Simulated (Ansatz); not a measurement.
Relaxed-ion elastic tensor of MgS in space group Pm-3n (No. 223; Mg on 6c, S on 6d) in GPa (Voigt order), plane-wave PAW r²SCAN (Ansatz code); density 1.68 g/cm³, 27.93 Å³ per atom.

|  | 1 | 2 | 3 | 4 | 5 | 6 |
|---|---|---|---|---|---|---|
| 1 | 82.8 | 29.8 | 29.8 | 0.0 | 0.0 | 0.0 |
| 2 | 29.8 | 82.8 | 29.8 | 0.0 | 0.0 | 0.0 |
| 3 | 29.8 | 29.8 | 82.8 | 0.0 | 0.0 | 0.0 |
| 4 | 0.0 | 0.0 | 0.0 | 7.3 | 0.0 | 0.0 |
| 5 | 0.0 | 0.0 | 0.0 | 0.0 | 7.3 | 0.0 |
| 6 | 0.0 | 0.0 | 0.0 | 0.0 | 0.0 | 7.3 |

### Question
Is the crystal mechanically stable?

### Answer
Yes: the smallest eigenvalue of C is 7.3 GPa.

### Question
Work out the Voigt, Reuss and Hill averages.

### Answer
K_V = 47.5, K_R = 47.5, K_H = 47.5; G_V = 15.0, G_R = 10.3, G_H = 12.6 GPa.

### Question
Give Young's modulus, Poisson's ratio, Pugh's ratio and the universal anisotropy index.

### Answer
E = 9KG/(3K + G) = 34.8 GPa; ν = 0.38; K/G = 3.76 (ductile by the Pugh limit of 1.75); A_U = 5G_V/G_R + K_V/K_R − 6 = 2.28.

### Question
Estimate the sound speeds and the Debye temperature.

### Answer
v_l = √((K + 4G/3)/ρ) = 6200 m/s, v_t = √(G/ρ) = 2750 m/s, mean 3100 m/s; Θ = (h/k)(3n/4πV)^(1/3) v_m = 304 K.

### Question
Give the Zener ratio and Young's modulus along [100], [110] and [111].

### Answer
A = 2C44/(C11 − C12) = 0.28; 1/E = S11 − 2(S11 − S12 − S44/2)Γ with Γ = 0, 1/4, 1/3 gives 67.0, 25.2, 20.9 GPa.

### Question
Solve the Christoffel equation for the three sound speeds along [100], [110], [111].

### Answer
Eigenvalues of C_ijkl n_j n_l equal ρv². In km/s, slowest first: [100] 2.09, 2.09, 7.03; [110] 2.09, 3.98, 6.16; [111] 3.46, 3.46, 5.85.

The start of the workflow was typed in or built on a structure type; neither database checked (COD, Materials Project) lists it. COD files the formula under space group No. 225. Whether it is the stable phase at ambient conditions was not checked. The r²SCAN relaxation kept the symmetry of its start; whether a distortion lowers the energy is not shown.

Potentials: the earlier of the program's two PAW sets.
